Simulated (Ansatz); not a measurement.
MnGe: computed property card

MnGe:
```cif
data_Ge2Mn2
_chemical_formula_sum 'Mn2 Ge2'
_space_group_name_H-M_alt 'P 1'
_space_group_IT_number 1
_cell_length_a 4.40089
_cell_length_b 4.40089
_cell_length_c 2.86863
_cell_angle_alpha 90.000
_cell_angle_beta 90.000
_cell_angle_gamma 90.000
loop_
_space_group_symop_operation_xyz
  'x, y, z'
loop_
_atom_site_label
_atom_site_type_symbol
_atom_site_fract_x
_atom_site_fract_y
_atom_site_fract_z
_atom_site_occupancy
Mn1 Mn 0.00000 0.00000 0.00000 1
Ge1 Ge 0.50000 0.00000 0.50000 1
Mn2 Mn 0.50000 0.50000 0.00000 1
Ge2 Ge 0.00000 0.50000 0.50000 1
```
The run is spin-polarised; directions of the spins, atom by atom: ↑ 0 ↓ 0.

Space group P4/mmm (No. 123), L1₀ or tetragonal B2; conventional cell a = 3.112 Å, b = 3.112 Å, c = 2.869 Å, α = 90.00°, β = 90.00°, γ = 90.00°.

Method: PBE in the plane-wave PAW code Ansatz. Structure relaxed to zero pressure with the same functional. Other levels are named where they apply.

Cell and energy:

```yaml
volume_per_atom: 13.89 Å³
density: 7.63 g/cm³
Formation energy from the elements (no fitted shifts): 66 meV/atom
```

Electronic structure:

```yaml
electronic_character: metallic (no gap)
Density of states at the Fermi level: 0.92 states/eV per atom (mean over ±0.08 eV)
```

Magnetism:

```yaml
magnetic_order: antiferromagnetic
net_moment: 0.00 μB per atom
```

Mechanics:

```yaml
Bulk modulus (Birch–Murnaghan fit): 631 kbar
Pressure derivative B′: 1.4
```

Charges:

```yaml
bader_charges: Mn +0.34, Ge -0.34 e
```

The cell is a constructed one: a structure type filled with these elements; neither database checked (COD, Materials Project) lists it. Its standing as an ambient phase is unchecked. The PBE relaxation kept the symmetry of its start, as lowered by the spin order; its stability against distortions is not shown here. Magnetic state: antiferromagnetic, chosen from 4 collinear starts compared on coarse meshes (ties went to the first, and starts can fall back to one state), not a proven ground state. Point labels and valley counts follow the cell and symmetry of the run, lower than the named group. The references are the lowest solids computed at this level, not always the standard phases. Scalar-relativistic: spin–orbit coupling is off unless named, which matters more the heavier the elements.

Potentials: the later of the program's two PAW sets.
